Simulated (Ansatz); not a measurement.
CaMgAsO4F:
```
CaMgAsO4F
1.0
    3.34916     4.47212     0.00000
   -3.34916     4.47212     0.00000
   -2.80865     0.00000     6.48347
Ca Mg As O F
2 2 2 8 2
Direct
  0.66779   0.66779   0.25000
  0.33221   0.33221   0.75000
  0.00000   0.00000   0.00000
  0.00000   0.00000   0.50000
  0.32132   0.32132   0.25000
  0.67868   0.67868   0.75000
  0.25894   0.61700   0.07687
  0.74106   0.38300   0.92313
  0.61700   0.25894   0.42313
  0.38300   0.74106   0.57687
  0.67156   0.89813   0.87969
  0.32844   0.10187   0.12031
  0.89813   0.67156   0.62031
  0.10187   0.32844   0.37969
  0.91825   0.91825   0.25000
  0.08175   0.08175   0.75000
```

Relaxed with r²SCAN.

Task: Give the Bader charges and basin volumes of the independent atoms, r²SCAN (plane waves, PAW; program Ansatz).

Result: 

| atom | Bader charge (e) | Bader volume (Å³) |
|---|---|---|
| Ca1 | +1.66 | 12.0 |
| Mg3 | +1.78 | 4.5 |
| As5 | +2.82 | 7.5 |
| O7 | -1.35 | 15.4 |
| O11 | -1.34 | 14.7 |
| F15 | -0.89 | 12.9 |

Space group C2/c. The first step of the workflow began from a Materials Project structure, measured or hypothetical; the Crystallography Open Database files this formula in space group No. 15, but the cells were not matched. Whether it is the stable phase at ambient conditions was not checked. Symmetry was held in the r²SCAN relaxation; whether a distortion lowers the energy is not shown.

Potentials: the later of the program's two PAW sets.
